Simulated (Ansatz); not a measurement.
Starting cell, BN (zinc blende):

```xyz
2
Lattice="0.0000 1.8028 1.8028 1.8028 0.0000 1.8028 1.8028 1.8028 0.0000" Properties=species:S:1:pos:R:3 pbc="T T T"
N      2.7043     2.7043     2.7043
B      0.0000     0.0000     0.0000
```

In each cell atom 1 (N, nearest neighbour B at 1.561 Å; its periodic images, 2.5 Å or more away, move with it) moves by s·(0.707, 0.707, 0.000) (along Cartesian [110]), the rest being held.

Method: PBEsol (plane waves to 420 eV, PAW, scalar-relativistic; Ansatz, a first-principles code). k mesh 13×13×13 (Γ-centred), Fermi-Dirac smearing 0.05 eV. E stands for the smeared free energy. BN was relaxed with its symmetry unable to fall. ΔE is measured from the undisplaced structure.

```csv
s (Å),ΔE (meV/cell)
-0.160,314
-0.128,201
-0.096,113
-0.064,50
-0.032,13
0.000,0
0.032,13
0.064,50
0.096,113
0.128,201
0.160,314
```

**Question.** What force constant k = d²E/ds² at s = 0 does the table give?

**Answer.** 25 eV/Å². It is the second difference of the nearest points, corrected with the next pair.

**Question.** With k = 24.57 eV/Å² from the forces, is the well harmonic out to s = 0.160 Å?

**Answer.** ½ks² = 315 meV/cell against the computed 314 meV/cell, so the well is close to harmonic there.

(For displaced atoms, the force is minus the slope of the energy, and its curvature is a force constant, which sets phonon frequencies.)
